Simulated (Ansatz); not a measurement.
Y (hcp (Mg type), P6_3/mmc) under volume change, r²SCAN (plane waves, PAW; program Ansatz), shape and atoms relaxed at each volume.

```json
[
 {"V (Å³/atom)": "30.709", "E − E(relaxed) (meV/atom)": "39.6", "P (GPa)": "4.44"},
 {"V (Å³/atom)": "31.721", "E − E(relaxed) (meV/atom)": "16.9", "P (GPa)": "2.78"},
 {"V (Å³/atom)": "32.733", "E − E(relaxed) (meV/atom)": "[?]", "P (GPa)": "[?]"},
 {"V (Å³/atom)": "33.746", "E − E(relaxed) (meV/atom)": "0.0", "P (GPa)": "0.00"},
 {"V (Å³/atom)": "34.758", "E − E(relaxed) (meV/atom)": "3.7", "P (GPa)": "-1.17"},
 {"V (Å³/atom)": "35.771", "E − E(relaxed) (meV/atom)": "14.5", "P (GPa)": "-2.22"},
 {"V (Å³/atom)": "36.783", "E − E(relaxed) (meV/atom)": "[?]", "P (GPa)": "[?]"}
]
```

Q: Fill in the missing entries.

A: 
- 32.733, E − E(relaxed) (meV/atom): 4.1
- 32.733, P (GPa): 1.31
- 36.783, E − E(relaxed) (meV/atom): 31.5
- 36.783, P (GPa): -3.15

Q: What does a third-order Birch–Murnaghan fit give for V₀, B₀ and B′?

A: V₀ = 33.75 Å³/atom, B₀ = 41.3 GPa, B′ = 2.8.

The r²SCAN relaxation kept the symmetry of its start. The final state is ferromagnetic, chosen from 5 collinear starts compared on coarse meshes (ties went to the first, and starts can fall back to one state), not a proven ground state. Other orbital occupations within this spin state were not tried.

Potentials: the earlier of the program's two PAW sets. The files were generated under PBE; for other functionals the program regenerates the frozen cores, and for LDA and PBEsol the local potential too.
